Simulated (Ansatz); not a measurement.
**Structure optimisation: nickel, hcp**

The calculation used DFT, BLYP, plane waves (420 eV) with PAW, scalar-relativistic in Ansatz 0.2.0. The PAW files were generated under PBE, with cores re-solved for the functional.

k-point mesh 14×14×8, Fermi-Dirac smearing 0.05 eV, starting moments 0.80 ×2 μB. Cell and atoms relax.

Starting structure:

```yaml
crystal:
  lattice:
    - [2.49176, 0.00000, 0.00000]
    - [-1.24588, 2.15792, 0.00000]
    - [0.00000, 0.00000, 4.06904]
  atoms:
    - { symbol: Ni, position: [0.33333, 0.66667, 0.25000] }
    - { symbol: Ni, position: [0.66667, 0.33333, 0.75000] }
```

**Question.** What cell does the relaxation end in?

**Answer.** P6_3/mmc (spin ignored) with a = 2.526 Å, c = 4.156 Å (c/a = 1.645); 11.48 Å³ per atom against 10.94 at the start (5.0 %).

**Question.** How much energy does the relaxation gain?

**Answer.** 15.0 meV per atom.

**Question.** Which magnetic state does it end in?

**Answer.** ferromagnetic, net 0.63 μB per atom; moments 0.67 ×2 μB.
